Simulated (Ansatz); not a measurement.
Given:

AlPd:
```
CELL_PARAMETERS angstrom
      0.00000     2.54475     2.54475
      2.54475     0.00000     2.54475
      2.54475     2.54475     0.00000
ATOMIC_POSITIONS crystal
  Pd 0.00000 0.00000 0.00000
  Al 0.50000 0.50000 0.50000
```

This is the r²SCAN-relaxed structure.

Task: All from DFT-r²SCAN in the program Ansatz with PAW potentials, unless another level is named. Give the density of states at the Fermi level.

Result: 0.29 states/eV per atom (mean over ±0.08 eV).

Task: And the formation energy from the elements (no fitted shifts)?

Result: -0.38 eV/atom.

Space group Fm-3m (rock salt). The start of the workflow was typed in or built on a structure type; neither database checked (COD, Materials Project) lists it. Its standing as an ambient phase is unchecked. The cell was relaxed with r²SCAN under the symmetry of its start. At this level the phase is mechanically unstable. No spin polarisation was allowed. The references are the lowest solids computed at this level, not always the standard phases. Spin–orbit coupling is left out wherever it is not named.

Potentials: the earlier of the program's two PAW sets.
